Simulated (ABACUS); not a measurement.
A self-consistent single point of Ag (Fm-3m, 4 atoms in the cell; from Materials Project mp-124, changed as shown).

```xyz
4
Lattice="4.1192 0.0000 0.0000 0.0000 4.1192 0.0000 0.0000 0.0000 4.1192" Properties=species:S:1:pos:R:3 pbc="T T T"
Ag     0.0000     0.0000     0.0000
Ag     0.0000     2.0596     2.0596
Ag     2.0596     0.0000     2.0596
Ag     2.0596     2.0596     0.0000
```

Level of theory: PBE, PseudoDojo 0.5 standard norm-conserving PBE (tails mended) pseudopotentials (plane waves; ABACUS).

ABACUS settings:

KPT: Gamma 8 8 8 0 0 0
basis_type: pw
ecutwfc: 82 Ry
smearing_method: fd
smearing_sigma: 0.00367493 Ry
potentials: PseudoDojo 0.5 standard norm-conserving PBE (tails mended)
symmetry: 1
ks_solver: dav
scf_nmax: 100
scf_thr: 1.0e-09 Ry
mixing_type: pulay

Results:

```
Item                                                       Value
------------------------------------------------  --------------
Number of valence electrons                                   76
Number of bands                                               48
Number of k-points after the program's reduction              35
Number of plane waves (most at a k-point)                   5944
Number of SCF iterations                                       9
FFT grid                                            45 × 45 × 45
Free energy E − TS                                -16873.1512 eV
Fermi level (on the code's own zero)                    16.84 eV
Pressure                                                1.85 GPa
```

Stress (GPa, positive for compression):
```
1.85  0.00  0.00
0.00  1.85  0.00
0.00  0.00  1.85
```

For comparison: a first run was changed to give this one (lattice scaled by 0.98), and from it to this one the free energy drops by 5.6 meV/atom and the pressure goes from -3.47 to 1.85 GPa.

The structure comes from a collection of computed structures, made at another level of theory; the collection holds predicted forms beside known ones. Its lattice was then scaled.

Cost on one core: about 2.6 core-minutes (a rough figure).

“Tails mended”: in these copies of the files the far tail of each local potential was reset to the Coulomb form.
